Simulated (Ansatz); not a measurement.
ZnS:
```cif
data_S2Zn2
_chemical_formula_sum 'Zn2 S2'
_space_group_name_H-M_alt 'P63mc'
_space_group_IT_number 186
_space_group_name_Hall 'P 6c -2c'
_cell_length_a 3.73813
_cell_length_b 3.73813
_cell_length_c 6.14304
_cell_angle_alpha 90.000
_cell_angle_beta 90.000
_cell_angle_gamma 120.000
loop_
_atom_site_label
_atom_site_type_symbol
_atom_site_symmetry_multiplicity
_atom_site_Wyckoff_symbol
_atom_site_fract_x
_atom_site_fract_y
_atom_site_fract_z
_atom_site_occupancy
Zn1 Zn 2 b 0.33333 0.66667 0.00059 1
S1 S 2 b 0.33333 0.66667 0.37441 1
```

Relaxed with LDA.

Which orbitals make up the states near the band edges in LDA in the plane-wave PAW code Ansatz?

Top 1 eV of the valence band: S 3p 89 %, Zn 3d 7 %. Bottom 1 eV of the conduction band: Zn 4s 53 %, S 3s 28 %, S 3p 14 %. Projections are on Löwdin-orthogonalised atomic valence shells; empty p or d shells of many metals are not among them.

Tabulate the density of states.

States/eV per cell of 4 atoms, in 0.25 eV bins, energy from the valence-band maximum.

| E (eV) | total | Zn 3d | S 3p | Zn 4s |
|---|---|---|---|---|
| -7.85 | 0.00 | 0.00 | 0.00 | 0.00 |
| -7.60 | 0.00 | 0.00 | 0.00 | 0.00 |
| -7.35 | 0.00 | 0.00 | 0.00 | 0.00 |
| -7.10 | 0.00 | 0.00 | 0.00 | 0.00 |
| -6.85 | 7.49 | 6.19 | 1.05 | 0.23 |
| -6.60 | 27.97 | 25.06 | 2.56 | 0.30 |
| -6.35 | 18.89 | 17.67 | 0.98 | 0.18 |
| -6.10 | 20.65 | 20.14 | 0.20 | 0.15 |
| -5.85 | 5.00 | 4.45 | 0.16 | 0.11 |
| -5.60 | 0.08 | 0.01 | 0.05 | 0.01 |
| -5.35 | 0.87 | 0.20 | 0.47 | 0.17 |
| -5.10 | 3.75 | 0.72 | 2.04 | 0.87 |
| -4.85 | 2.18 | 0.48 | 1.14 | 0.42 |
| -4.60 | 1.81 | 0.40 | 0.95 | 0.30 |
| -4.35 | 1.75 | 0.36 | 0.95 | 0.26 |
| -4.10 | 1.33 | 0.25 | 0.78 | 0.15 |
| -3.85 | 1.28 | 0.20 | 0.84 | 0.11 |
| -3.60 | 1.72 | 0.20 | 1.27 | 0.11 |
| -3.35 | 1.76 | 0.19 | 1.35 | 0.09 |
| -3.10 | 1.77 | 0.18 | 1.39 | 0.08 |
| -2.85 | 2.34 | 0.21 | 1.89 | 0.08 |
| -2.60 | 2.63 | 0.22 | 2.18 | 0.07 |
| -2.35 | 2.86 | 0.22 | 2.43 | 0.06 |
| -2.10 | 2.69 | 0.20 | 2.30 | 0.05 |
| -1.85 | 3.67 | 0.27 | 3.17 | 0.05 |
| -1.60 | 4.09 | 0.29 | 3.57 | 0.03 |
| -1.35 | 4.06 | 0.28 | 3.58 | 0.02 |
| -1.10 | 2.89 | 0.21 | 2.55 | 0.01 |
| -0.85 | 2.00 | 0.15 | 1.78 | 0.01 |
| -0.60 | 1.35 | 0.10 | 1.20 | 0.00 |
| -0.35 | 0.85 | 0.06 | 0.77 | 0.00 |
| -0.10 | 0.27 | 0.02 | 0.25 | 0.00 |
| 0.15 | 0.00 | 0.00 | 0.00 | 0.00 |
| 0.40 | 0.00 | 0.00 | 0.00 | 0.00 |
| 0.65 | 0.00 | 0.00 | 0.00 | 0.00 |
| 0.90 | 0.00 | 0.00 | 0.00 | 0.00 |
| 1.15 | 0.00 | 0.00 | 0.00 | 0.00 |
| 1.40 | 0.00 | 0.00 | 0.00 | 0.00 |
| 1.65 | 0.00 | 0.00 | 0.00 | 0.00 |
| 1.90 | 0.00 | 0.00 | 0.00 | 0.00 |
| 2.15 | 0.00 | 0.00 | 0.00 | 0.00 |
| 2.40 | 0.01 | 0.00 | 0.00 | 0.01 |
| 2.65 | 0.04 | 0.00 | 0.00 | 0.02 |
| 2.90 | 0.07 | 0.00 | 0.01 | 0.04 |
| 3.15 | 0.28 | 0.00 | 0.04 | 0.12 |
| 3.40 | 1.10 | 0.00 | 0.14 | 0.38 |
| 3.65 | 2.14 | 0.01 | 0.29 | 0.70 |
| 3.90 | 2.69 | 0.01 | 0.38 | 0.89 |
| 4.15 | 3.64 | 0.01 | 0.53 | 1.14 |
| 4.40 | 2.81 | 0.01 | 0.44 | 0.88 |
| 4.65 | 1.64 | 0.01 | 0.29 | 0.53 |
| 4.90 | 1.22 | 0.00 | 0.22 | 0.37 |
| 5.15 | 1.17 | 0.00 | 0.16 | 0.27 |
| 5.40 | 3.79 | 0.01 | 0.40 | 0.60 |
| 5.65 | 3.60 | 0.01 | 0.38 | 0.58 |
| 5.90 | 2.46 | 0.01 | 0.25 | 0.41 |
| 6.15 | 2.83 | 0.01 | 0.25 | 0.38 |
| 6.40 | 1.75 | 0.00 | 0.08 | 0.10 |
| 6.65 | 2.09 | 0.00 | 0.09 | 0.09 |
| 6.90 | 3.96 | 0.01 | 0.19 | 0.24 |

Space group P6_3mc (wurtzite). Symmetry was held in the LDA relaxation.

Potentials: the earlier of the program's two PAW sets. The files were generated under PBE; for other functionals the program regenerates the frozen cores, and for LDA and PBEsol the local potential too.
